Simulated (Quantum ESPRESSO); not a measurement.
Kohn-Sham bands of ZrO2 (anatase)

```xyz
6
Lattice="0.0000 -4.0152 0.0000 4.0152 0.0000 0.0000 -2.0076 2.0076 5.3459" Properties=species:S:1:pos:R:3 pbc="T T T"
Zr     0.0000     0.0000     0.0000
Zr     0.0000     2.0076     2.6729
O      0.0000     0.0000    -2.1556
O      0.0000     2.0076     0.5174
O      2.0076     0.0000    -0.5174
O      0.0000     0.0000     2.1556
```

Materials Project entry mp-754403; symmetrised, unrelaxed at this level. Not found in the COD (Crystallography Open Database) copy used, which has the formula in other groups; not checked further. Computed values, not measurements, from PBEsol: Quantum ESPRESSO (norm-conserving PseudoDojo potentials, cutoff 68 Ry, no spin polarisation, no spin-orbit coupling) on a Γ-centred 6×6×6 mesh, then Wannier90. Density: 8×8×8 mesh, cold smearing 0.01 Ry.

List the Kohn-Sham levels between −8 and 6.9 eV relative to the valence-band maximum at the high-symmetry points, as a band run of pw.x on that density gives them (levels within 2 meV counted together).


```json
[
 {"point": "Γ", "k (reciprocal lattice)": "0.000 0.000 0.000", "levels (eV)": "-3.57, -2.84 (×2), -2.36, -1.45, -1.44 (×2), -0.72, -0.31 (×2), -0.28 (×2), 3.87, 4.96, 5.61, 6.35 (×2), 6.56 (×2)"},
 {"point": "X", "k (reciprocal lattice)": "-0.500 0.500 0.000", "levels (eV)": "-3.48 (×2), -3.43 (×2), -2.93 (×2), -2.09 (×2), -1.34 (×2), -0.06 (×2), 5.28 (×2), 5.50 (×2)"},
 {"point": "P", "k (reciprocal lattice)": "-0.500 0.500 0.250", "levels (eV)": "-3.53 (×2), -3.25 (×2), -3.08 (×2), -2.23 (×2), -1.03 (×2), -0.22 (×2), 5.33 (×2), 5.44 (×2)"},
 {"point": "N", "k (reciprocal lattice)": "0.000 0.500 0.000", "levels (eV)": "-3.47, -3.44, -3.02, -2.87, -2.61, -1.65, -1.55, -1.39, -1.35, -0.61, -0.53, -0.29, 5.30, 5.34, 5.82, 5.91, 6.47, 6.62"},
 {"point": "M", "k (reciprocal lattice)": "0.000 0.000 0.500", "levels (eV)": "-3.09 (×2), -2.95 (×2), -1.28 (×2), -1.02 (×2), -0.62 (×2), 0.00 (×2), 4.37 (×2), 6.30 (×2), 6.59 (×2), 6.86 (×2)"},
 {"point": "S", "k (reciprocal lattice)": "0.000 0.429 0.285", "levels (eV)": "-3.85, -2.97, -2.95, -2.89, -2.29, -2.21, -1.55, -1.44, -0.89, -0.66, -0.57, -0.27, 5.24, 5.32, 5.81, 5.98, 6.46, 6.53"},
 {"point": "S_0", "k (reciprocal lattice)": "0.000 0.571 -0.285", "levels (eV)": "-3.85, -2.97, -2.95, -2.89, -2.29, -2.21, -1.55, -1.44, -0.89, -0.66, -0.57, -0.27, 5.24, 5.32, 5.81, 5.98, 6.46, 6.53"},
 {"point": "R", "k (reciprocal lattice)": "-0.429 0.571 -0.071", "levels (eV)": "-3.73 (×2), -3.10 (×2), -2.81 (×2), -2.18 (×2), -1.21 (×2), -0.07 (×2), 5.24 (×2), 5.51 (×2)"},
 {"point": "G", "k (reciprocal lattice)": "-0.429 0.429 0.500", "levels (eV)": "-3.73 (×2), -3.10 (×2), -2.81 (×2), -2.18 (×2), -1.21 (×2), -0.07 (×2), 5.24 (×2), 5.51 (×2)"}
]
```
